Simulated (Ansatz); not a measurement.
SiO2 (alpha-quartz type, space group P3_121)

```yaml
crystal:
  lattice:
    - [5.02210, 0.00000, 0.00000]
    - [-2.51105, 4.34927, 0.00000]
    - [0.00000, 0.00000, 5.51028]
  atoms:
    - { symbol: Si, position: [0.47672, 0.00000, 0.33333] }
    - { symbol: Si, position: [0.00000, 0.47672, 0.66667] }
    - { symbol: Si, position: [0.52328, 0.52328, 0.00000] }
    - { symbol: O, position: [0.41453, 0.25539, 0.20512] }
    - { symbol: O, position: [0.74461, 0.15915, 0.53845] }
    - { symbol: O, position: [0.84085, 0.58547, 0.87179] }
    - { symbol: O, position: [0.15915, 0.74461, 0.46155] }
    - { symbol: O, position: [0.25539, 0.41453, 0.79488] }
    - { symbol: O, position: [0.58547, 0.84085, 0.12821] }
```

A phonon eigenvector at Γ is frozen into this cell: atom i moves by Q times the vector below, so Q is the largest atomic displacement, in Å. The cell is held. It is one choice among 2 degenerate patterns.

```csv
atom,x,y,z
Si1,-0.016,0.000,0.000
Si2,0.097,0.065,0.300
Si3,0.097,-0.065,-0.300
O4,0.344,-0.021,-0.367
O5,-0.636,0.305,0.319
O6,0.136,0.990,0.047
O7,0.344,0.021,0.367
O8,0.136,-0.990,-0.047
O9,-0.636,-0.305,-0.319
```

All values below come from PBE (plane waves to 420 eV, PAW, scalar-relativistic; Ansatz, a program for electronic structure). k mesh 8×8×6 (Γ-centred), Fermi-Dirac smearing 0.05 eV. SiO2 was relaxed with its symmetry unable to fall. 

```
Q (Å)   −dE/dQ from forces (eV/Å)
------  -------------------------
-0.180                      2.548
-0.150                      2.114
-0.120                      1.689
-0.090                      1.269
-0.060                      0.850
-0.030                      0.428
0.000                       0.000
0.030                      -0.438
0.060                      -0.889
0.090                      -1.357
0.120                      -1.844
0.150                      -2.352
0.180                      -2.884
```

Task: What harmonic wavenumber does the curvature at Q = 0 give?

Result: 245 cm⁻¹. E″ = 14.41 eV/Å², M = Σ mᵢ|uᵢ|² = 65.1 u, ν̃ = 521.5·√(|E″|/M).

(For displaced atoms, the force is minus the slope of the energy, and its curvature is a force constant, which sets phonon frequencies.)
